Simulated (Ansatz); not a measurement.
**Fields on a plane of PbF2 (fluorite)**

```xyz
3
Lattice="0.0000 3.0004 3.0004 3.0004 0.0000 3.0004 3.0004 3.0004 0.0000" Properties=species:S:1:pos:R:3 pbc="T T T"
Pb     0.0000     0.0000     0.0000
F      4.5006     4.5006     4.5006
F      1.5002     1.5002     1.5002
```

The slice is a {110} plane (indices of the conventional cell) through the point (0.250, 0.250, 0.250) (fractional), spanned by u = [100] and v = [1 -1 -1] in vectors of this cell: u (4.24 Å) and v (6.00 Å, at 90° to u). It covers one period; positions are fractions (u, v).

Atoms on it: Pb at (0.50, 0.25); F at (0.00, 0.50); F at (0.00, 0.00).

Computed with PBE (plane waves to 420 eV, PAW, scalar-relativistic; Ansatz, a program for electronic structure). k mesh 10×10×10. Near the nuclei the fields are pseudised (PAW); where an atom keeps semicore shells as valence, they peak there. PbF2 was relaxed with its symmetry unable to fall. Spin-orbit coupling is left out, though Pb is heavy.

| v \ u | 0.00 | 0.13 | 0.26 | 0.39 | 0.52 | 0.65 | 0.78 | 0.91 |
|---|---|---|---|---|---|---|---|---|
| 0.88 | 0.76 | 0.60 | 0.16 | 0.01 | 0.01 | 0.02 | 0.31 | 0.70 |
| 0.75 | 0.02 | 0.02 | 0.01 | 0.00 | 0.00 | 0.00 | 0.01 | 0.02 |
| 0.62 | 0.76 | 0.60 | 0.16 | 0.01 | 0.01 | 0.02 | 0.31 | 0.70 |
| 0.50 | x | 0.81 | 0.24 | 0.09 | 0.19 | 0.06 | 0.56 | x |
| 0.38 | 0.76 | 0.46 | 0.15 | 0.46 | 0.42 | 0.42 | 0.10 | 0.66 |
| 0.25 | 0.02 | 0.06 | 0.43 | x | x | 0.31 | 0.29 | 0.03 |
| 0.12 | 0.76 | 0.46 | 0.15 | 0.46 | 0.42 | 0.43 | 0.10 | 0.66 |
| 0.00 | x | 0.81 | 0.24 | 0.09 | 0.19 | 0.05 | 0.56 | x |

Values: electron localisation function (ELF). Points within 0.5 Å of a nucleus are blanked (x), as the pseudised field means little there.

```
|@@@@%%##**++==------::::::::------==++**##%%@@|
|@@%%%%##**++==--::::::::::::::::--==++**##%%%%|
|######**++==----::............::----==++**####|
|******++====--::::............::::--====++****|
|++++++====--::::....        ....::::--====++++|
|======----::::....            ....::::----====|
|--------::::....                ....::::------|
|------::::::....                ....::::::----|
|--------::::....                ....::::------|
|======----::::....            ....::::----====|
|++++++====--::::....        ....::::--====++++|
|******++====--::::............::::--====++****|
|######**++==----::............::----==++**####|
|@@%%%%##**++==--::::::::::::::::--==++**##%%%%|
|@@@@%%##**++==------::::::::------==++**##%%@@|
|@@@@@@%%**++====----------------====++**%%@@@@|
|@@@@%%##**++========================++**##%%@@|
|@@%%%%##**++======++++++++++++======++**##%%%%|
|######**++++==++++************++++==++++**####|
|******++++++++++****########****++++++++++****|
|++++++====++++**####%%%%%%%%####**++++====++++|
|==========++++**##%%%%@@@@%%%%##**++++========|
|------====++**####%%@@@@@@@@%%####**++====----|
|--------==++**##%%%%@@@@@@@@%%%%##**++==------|
|------====++**####%%@@@@@@@@%%####**++====----|
|==========++++**##%%%%@@@@%%%%##**++++========|
|++++++====++++**####%%%%%%%%####**++++====++++|
|******++++++++++****########****++++++++++****|
|######**++++==++++************++++==++++**####|
|@@%%%%##**++======++++++++++++======++**##%%%%|
|@@@@%%##**++========================++**##%%@@|
|@@@@@@%%**++====----------------====++**%%@@@@|
```
Scale: ten equal steps from -2.50 (start of ' ') to 1.15 (end of '@'), in the order ' .:-=+*#%@'. Values: log₁₀ of the valence density in e/Å³. The map has 23 points along u (two characters each, u = 0 at the left) and 32 along v (v = 0 in the bottom row). The scale is logarithmic, as a density can span decades between atoms and voids.

| Item | Value |
|---|---|
| Density on the Pb–F line (2.60 Å) at its density minimum, 1.4 Å from Pb | 0.22 e/Å³ |
| ELF at that point | 0.1 |
| Character of the Pb–F contact (rough rule: ELF there above 0.7 covalent, below 0.2 ionic, polar between) | closed-shell (ionic) |
